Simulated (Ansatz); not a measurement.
Computed with DFT PBE, scalar-relativistic, plane waves, PAW, and for the lanthanide a 4f-in-core norm-conserving potential, in Ansatz 0.2.0. All cells share a 690 eV cutoff and Γ-centred k meshes spaced at most about 0.3 Å⁻¹ (about 0.25 or finer for metals, 2π included). No spin polarisation in the final relaxations.

All energies are static (0 K, no zero-point motion). All come from trial cells, and lower structures may exist.

Question: Order these relaxed structures of HoTeI by energy, lowest first, with the energy over the lowest of them.
A.

```
Ho Te I
1.0
     5.59811    0.00000    0.00000
    -2.79906    4.84811    0.00000
     0.00000    0.00000    3.43821
Ho Te I
1 1 1
Direct
  0.66667 0.33333 0.00000
  0.00000 0.00000 0.50000
  0.33333 0.66667 0.50000
```

B.

```
Ho Te I
1.0
     5.14680    0.00000    0.00000
    -2.57340    4.45726    0.00000
     0.00000    0.00000    4.12133
Ho Te I
1 1 1
Direct
  0.33333 0.66667 0.50000
  0.66667 0.33333 0.00000
  0.00000 0.00000 0.50000
```

C.

```
Ho Te I
1.0
     5.60723    0.00000    0.00000
    -2.80362    4.85601    0.00000
     0.00000    0.00000    8.30444
Ho Te I
2 2 2
Direct
  0.00000 0.00000 0.50000
  0.00000 0.00000 0.00000
  0.33333 0.66667 0.50000
  0.66667 0.33333 0.50000
  0.33333 0.66667 0.00000
  0.66667 0.33333 0.00000
```

Answer: B (0 meV/atom), C (423 meV/atom), A (591 meV/atom). Forms: B P-6m2; C P6/mmm; A P-6m2.

These runs have no spin–orbit coupling, which can matter for I and Te. Cells relaxed within their symmetry can be saddle points. Some candidate types were left out of the draw beforehand, so a known form may be missing.

The lanthanide is trivalent by construction, without f bands, f moments or other valences.
